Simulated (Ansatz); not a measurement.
## Sn (Im-3m), two-dimensional strain map

The calculation used DFT LDA, scalar-relativistic, plane waves, PAW in Ansatz 0.2.0. The runs took a 420 eV cutoff, a Γ-centred 18×18×18 mesh and Gaussian smearing (0.15 eV). No spin polarisation. Energies are free energies at this smearing, counted from the undisturbed cell; pressure is positive in compression.

The starting cell (as given, not relaxed at this level; it stands at -3.2 GPa; this bcc form isn't the usual structure):

```yaml
crystal:
  lattice:
    - [-1.89465, 1.89465, 1.89465]
    - [1.89465, -1.89465, 1.89465]
    - [1.89465, 1.89465, -1.89465]
  atoms:
    - { symbol: Sn, position: [0.00000, 0.00000, 0.00000] }
```

The cell is strained by p along both x and y and by q along z, fractional coordinates fixed. Points are written (p, q).

Energy above the undisturbed cell in meV/atom (a dash: not computed):

| p \ q | -0.030 | -0.015 | 0.000 | 0.015 | 0.030 |
| --- | --- | --- | --- | --- | --- |
| -0.030 | -14.2 | -17.6 | -19.3 | -19.1 | -16.9 |
| 0.000 | -14.7 | – | 0.0 | – | ? |
| 0.030 | 14.7 | – | 44.2 | – | ? |

(1) Fill in the withheld energies.

Answers

(1) (0.000, 0.030): 18.4; (0.030, 0.030): 77.4.